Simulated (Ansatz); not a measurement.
## ScMn6Si6: input and output

Input file of Ansatz 0.2.0:

```yaml
crystal:
  lattice:
    - [5.054219, 0.0, 0.0]
    - [-2.527109, 4.377085, 0.0]
    - [0.0, 0.0, 7.908907]
  atoms:
    - { symbol: Si, position: [0.0, 0.0, 0.166] }
    - { symbol: Si, position: [0.0, 0.0, 0.834] }
    - { symbol: Mn, position: [0.5, 0.0, 0.252] }
    - { symbol: Mn, position: [0.5, 0.5, 0.252] }
    - { symbol: Mn, position: [0.0, 0.5, 0.252] }
    - { symbol: Mn, position: [0.0, 0.5, 0.748] }
    - { symbol: Mn, position: [0.5, 0.5, 0.748] }
    - { symbol: Mn, position: [0.5, 0.0, 0.748] }
    - { symbol: Sc, position: [0.0, 0.0, 0.5] }
    - { symbol: Si, position: [0.3333, 0.6667, 0.0] }
    - { symbol: Si, position: [0.6666, 0.3333, 0.0] }
    - { symbol: Si, position: [0.3333, 0.6667, 0.5] }
    - { symbol: Si, position: [0.6666, 0.3333, 0.5] }
  symmetry: { tolerance: 0.0003 }
kpoints:
  mp_grid: { grid: [8, 8, 5], shift: [0, 0, 0] }
  band_path:
    path:
      - [0.0, 0.0, 0.0]
      - [0.49999987, 1.7e-07, 0.0]
      - [0.33333325, 0.33333359, 0.0]
      - [0.0, 0.0, 0.0]
      - [0.0, 0.0, 0.5]
      - [0.49999987, 1.7e-07, 0.5]
      - [0.33333325, 0.33333359, 0.5]
      - [0.0, 0.0, 0.5]
    npoints: 7
magnetization:
  spin_polarized: false
scf:
  occupations: { method: fermi_dirac }
  lower_state_search: "off"
  max_iter: 200
hamiltonian:
  pseudopotentials: { kind: paw }
  xc: r2scan
basis:
  ecutwfc: 500
  fft_grid_basis: typed
output:
  forces: true
  stress: true
  eigenvalues: true
  bader: true
  populations: true
  elf: true
  write_potential: true
  volumetric_format: npy
  dos:
    e_range: [-12, 8]
    de: 0.05
    projected: { site_lists: { Mn: [Mn], Sc: [Sc], Si: [Si] } }
checkpoint:
  read: saved_state
```

The saved state is an earlier solution for the same cell, perhaps on another mesh. 

Excerpt of what it printed:

```
Warning: the atoms were moved onto the symmetric positions of the space group found under crystal.symmetry.tolerance 3.0e-4 (fractional; no operation is sought that the atoms, as they stand in a round, miss by more than twice it, and no atom is moved by as much as it), and the run uses the moved positions.
Pseudopotentials: kind: paw
Pseudopotential: Si, paw, valence charge 4, recommended cutoff 500 eV (meta_gga), Si.paw.azcp
Pseudopotential: Mn, paw, valence charge 15, recommended cutoff 500 eV (meta_gga), Mn.paw.azcp
Pseudopotential: Sc, paw, valence charge 11, recommended cutoff 500 eV (meta_gga), Sc.paw.azcp
Functional definition: r2SCAN
  exchange = r2scan_x(k0 = k0, k1 = k1, a1 = a1)
  correlation = r2scan_c
Crystal: 13 atoms, lattice volume = 174.967 Å³
Basis set: ecut = 500 eV, 4403 PW (Γ), exchange–correlation on 160×160×240 points (64 copies of the dense FFT grid, shifted against one another)
Bands: 76, of which v1, the nominal top of the filled ones, is band 63 counted from 1 (62 counted from 0)
Symmetry: 24 space group operations
Space group: P6/mmm (ITA 191), of the structure as read, at distance tolerance 1.7e-3 Å
k-points: 30 of 320
Initial density: read from a saved state, or passed on in memory by an earlier SCF of this step, an earlier step, the calling program or the single point that the run made first
Functional: x = r2scan, c = r2scan; τ floored in thin density (d = 2e-4 eV/Å³)
Free energy (F): -29400.8185 eV
Harris-Foulkes:  -29400.8185 eV  (|F-HF|=5.37e-9)
Internal energy: -29400.2403 eV  (E = F + TS)
E sigma→0 (E₀):  -29400.5294 eV
Entropy (-TS):   -0.5781 eV (-44.473 meV/atom)
Fermi energy:    13.8852 eV
--- Forces (eV/Å), atoms counted from 1 ---
  atom   1  Si     0.0000     0.0000    -1.5707
  atom   2  Si     0.0000     0.0000     1.5707
  atom   3  Mn     0.0000     0.0000    -0.0455
  atom   4  Mn     0.0000     0.0000    -0.0455
  atom   5  Mn     0.0000     0.0000    -0.0455
  atom   6  Mn     0.0000     0.0000     0.0455
  atom   7  Mn     0.0000     0.0000     0.0455
  atom   8  Mn     0.0000     0.0000     0.0455
  atom   9  Sc     0.0000     0.0000     0.0000
  atom  10  Si     0.0000     0.0000     0.0000
  atom  11  Si     0.0000     0.0000     0.0000
  atom  12  Si     0.0000     0.0000     0.0000
  atom  13  Si     0.0000     0.0000     0.0000
--- Stress (GPa, compression-positive) ---
      -17.8084       0.0000       0.0000
        0.0000     -17.8084       0.0000
        0.0000       0.0000     -13.4176
  P = ⅓ Tr σ = -16.3448 GPa (-163.448 kbar)
--- Löwdin populations: 13 sites ---
  site symbol       q [e]
     0     Si      4.2874
     1     Si      4.2874
     2     Mn     14.6331
     3     Mn     14.6331
     4     Mn     14.6331
     5     Mn     14.6331
     6     Mn     14.6331
     7     Mn     14.6331
     8     Sc     10.4331
     9     Si      4.1082
    10     Si      4.1082
    11     Si      4.2999
    12     Si      4.2999
  spilling = 0.0110 (of n_electrons = 125.0000)
```

Total energies depend on the potentials used, so only differences within one code and one set of settings carry meaning.

Origin: a known structure type with other elements, at an estimated volume, so it need not be a known compound. Caveats: no spin polarisation, so a magnetic state may lie lower; atoms or cell far from equilibrium.
